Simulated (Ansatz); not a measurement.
**Surface calculation: bcc Ta (111), 5 layers**

The slab is cut from the bcc crystal, the stable phase, as relaxed on PAW files (17.21 Å³/atom), with 16 Å of vacuum and a dipole correction:

```
Ta
1.0
     4.60023    0.00000    0.00000
    -2.30011    3.98391    0.00000
     0.00000    0.00000   19.75610
Ta
5
Direct
  0.83333 0.16667 0.40494
  0.16667 0.83333 0.45247
  0.50000 0.50000 0.50000
  0.83333 0.16667 0.54753
  0.16667 0.83333 0.59506
```

Computed with Ansatz 0.2.0; functional LDA, scalar-relativistic. Settings: a Γ-centred 10×10×1 k mesh, Fermi–Dirac smearing of 0.05 eV, no spin polarisation. Methods: LAPW: all electrons, basis error target 1 meV/atom; PAW: frozen-core files, cutoff 420 eV.

The bulk energy comes from a cell in the slab's orientation on a 10×10×14 mesh. The surface energy is (E(slab) − N·E(bulk))/2A at zero smearing, the mean of both faces; thin slabs carry quantum-size effects.

Spin–orbit coupling is left out, which matters for the heavy atoms. The PAW files were made under PBE.

As cut, the LAPW slab lies 7.927 eV above 5 atoms of bulk. What surface energy is that?

Over two faces of 18.33 Å² it is 216.3 meV/Å², and times 16.02 J/m² per eV/Å² that gives γ = 3.465 J/m².

What do relaxation and the other method give, and what work function comes out?



```
method  γ as cut (J/m²)  γ relaxed (J/m²)  Φ as cut (eV)  Φ relaxed (eV)
  LAPW            3.465             3.099           3.79            3.97
   PAW            3.472             3.106           3.80            3.97
```

How do the spacings between the planes relax?

From the bottom face up: d12 -18.5 % of 0.939 Å, d23 -6.7 % of 0.939 Å, d34 -6.7 % of 0.939 Å, d45 -18.5 % of 0.939 Å.

A field of 0.3 V/Å is applied along the normal, atoms held. What follows?

LAPW finds an induced dipole of 0.2068 e·Å a cell (PAW 0.2069), that is 6.81 Å for 4πα over the area, against 3.28 Å between the outer atoms.

What changes if the images along the normal are cut off in place of the dipole correction?

LAPW then gives: no gap, work function 3.97 eV; PAW: no gap, work function 3.97 eV.

A 4f core hole is made on one atom of each kind in every 1×1 cell (PAW hole dataset, neutral cell, valence without spin). What does it cost by layer?

layer 1 23.00 eV, layer 2 22.51 eV, layer 3 23.15 eV. Shifts between layers mean more than the absolute values, and a whole layer of holes screens otherwise than one hole.

In the relaxed 1×1 cell, replace the outer, then the middle Ta by W, which changes a whole layer. What shift does this Z+1 picture give?

E(outer) − E(middle) = -0.08 eV by LAPW and -0.08 eV by PAW; a positive value puts the surface line at higher binding energy.
